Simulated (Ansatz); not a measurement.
MoS$_{2}$:
```cif
data_Mo2S4
_chemical_formula_sum 'Mo2 S4'
_space_group_name_H-M_alt 'P63/mmc'
_space_group_IT_number 194
_space_group_name_Hall '-P 6c 2c'
_cell_length_a 3.18505
_cell_length_b 3.18505
_cell_length_c 14.80475
_cell_angle_alpha 90.000
_cell_angle_beta 90.000
_cell_angle_gamma 120.000
loop_
_atom_site_label
_atom_site_type_symbol
_atom_site_symmetry_multiplicity
_atom_site_Wyckoff_symbol
_atom_site_fract_x
_atom_site_fract_y
_atom_site_fract_z
_atom_site_occupancy
Mo1 Mo 2 c 0.33333 0.66667 0.25000 1
S1 S 4 f 0.66667 0.33333 0.14445 1
```

Relaxed at zero pressure with PBE (plane waves, PAW; program Ansatz).

Task: The volume is lowered by 9 % and shape and atoms relax at that volume. What pressure results, and how do the axes share the change?

Result: 0.4 GPa; a -0.1 %, b -0.1 %, c -8.8 %; the energy rises by 2 meV/atom.

Task: Give the new structure.

Result: 
Space group P6₃/mmc (No. 194); a = b = 3.181 Å, c = 13.506 Å, α = β = 90.00°, γ = 120.00°

| atom | site | symmetry | x | y | z |
|---|---|---|---|---|---|
| Mo | 2c | -6m2 | 0.3333 | 0.6667 | 0.2500 |
| S | 4f | 3m. | 0.6667 | 0.3333 | 0.1343 |

The phase is kept; no other phase was compared at this pressure.

Space group P6_3/mmc. The cell was relaxed with PBE under the symmetry of its start. No spin polarisation was allowed. The volume lies over 15 % above that of the usual cell of this phase: another minimum, or an error of the functional. A crystal of weakly bound layers computed without a dispersion correction: the cell and the soft elastic constants depend strongly on that.

Potentials: the later of the program's two PAW sets.
